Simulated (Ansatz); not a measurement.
Mo$_{3}$Ir, in the lowest among the structures calculated here: Pm-3n (No. 223), cP8, A15 (Cr3Si type); a = 4.940 Å, b = 4.940 Å, c = 4.940 Å, α = 90.00°, β = 90.00°, γ = 90.00°; Mo 6c (0.000, 0.500, 0.250); Ir 2a (0.000, 0.000, 0.000). All values below come from PBEsol (plane waves to 420 eV, PAW, scalar-relativistic; Ansatz, a program for electronic structure). Element references, the lowest calculated here: Ir (Fm-3m), Mo (Im-3m).

Question: What is the computed formation energy of this Pm-3n form of Mo3Ir from the elements (PBEsol)?

Answer: -0.10 eV/atom.

Question: Is it stable against the other phases calculated?

Answer: No: Mo3Ir → MoIr + 2 Mo (MoIr Pmma, Mo Im-3m) releases 0.07 eV/atom.

This is the hull of the energies calculated here, no anion corrections; phases that were not calculated are missing from it. Values are rounded to 0.01 eV/atom. Spin-orbit coupling is missing from these energies, which matters for elements this heavy. The compounds carry no spin polarisation.
